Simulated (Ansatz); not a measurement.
How MgO converges under different mixers and occupations

We look at MgO: an experimental structure (space group Fm-3m), with 2 atoms per cell. Source: COD entry 9006763; the sample's temperature and pressure aren't taken into account, and it need not be the stable phase.

```yaml
crystal:
  lattice:
    - [0.00000, 2.15950, 2.15950]
    - [2.15950, 0.00000, 2.15950]
    - [2.15950, 2.15950, 0.00000]
  atoms:
    - { symbol: Mg, position: [0.00000, 0.00000, 0.00000] }
    - { symbol: O, position: [0.50000, 0.50000, 0.50000] }
```

Site labels below count the atoms in this order, from 1.

All numbers below come from Ansatz development build ahead of 0.2.0, DFT, PBE, PAW, plane waves, scalar-relativistic.

```json
{
  "Plane-wave cutoff": "420 eV",
  "k-point mesh": "9×9×9 (Γ-centred)",
  "Occupations": "Fermi–Dirac smearing, 0.05 eV",
  "Valence electrons": "16",
  "Spin": "off"
}
```

The starting density is a sum of atomic densities corrected by a trained network, so it is already close to self-consistency.

Gaps of semilocal functionals run low against measured ones.

Launched as:
```sh
ansatz run input.yaml --threads 2 --pin off --max-ram 5120MiB --backend cpu --events-out ev --progress --plain --runs-dir out
```

Machine: 2 threads of Arm Neoverse V1 (shared host).

One run per row. The search for lower states is off throughout, and rows that name a mixer don't switch to direct minimisation unless they say so. “A, then B” is a new run with the settings A changed by B. Counts include iterations that the program adds to test a close or to solve more bands, and some failed runs stop two short of their limit.

| settings | iteration limit | outcome | wall time (s) | result against the default run |
| --- | --- | --- | --- | --- |
| default SCF settings | default | converged in 6 iterations | 0.64 | reference |
| Fermi–Dirac smearing, width 0.05 eV | 60 | converged in 6 iterations | 0.52 | the same free energy |
| 2 bands beyond the filled ones | 60 | converged in 6 iterations | 0.49 | the same free energy |
| Broyden, β 0.5, history 3, no preconditioner | 60 | converged in 5 iterations | 0.49 | the same free energy |
| cold smearing, width 0.05 eV | 60 | converged in 5 iterations | 0.49 | free energy unchanged, zero-width estimate unchanged |
| negative smearing width | default | input refused | 0.03 | invalid value for `scf.occupations.width`: must be finite and ≥ 0; got -0.1 eV |
| density-residual threshold 1e-11 eV | default | converged in 8 iterations | 0.56 | the same free energy |
| Anderson, β 0.2, history 4, no preconditioner | 60 | converged in 5 iterations | 0.49 | the same free energy |
| Anderson, β 0.02, history 4, no preconditioner | 60 | converged in 7 iterations | 0.51 | the same free energy |
| one k-point (Gamma), no switch to direct minimisation | 60 | converged in 7 iterations | 0.29 | free energy shifted by +5143 meV/atom, pressure 55.4 GPa against -6.2 |
| linear mixing, β 0.4, Kerker | 60 | converged in 7 iterations | 0.51 | the same free energy |

With the default settings (MSR1 mixing, preconditioner none) the run converges, with a gap of 4.05 eV on the k-mesh. At the default threshold and band count the same state takes 5 iterations at best (“Broyden, β 0.5, history 3, no preconditioner”) and 7 at worst (“linear mixing, β 0.4, Kerker”). 1 of 11 runs gave no result.
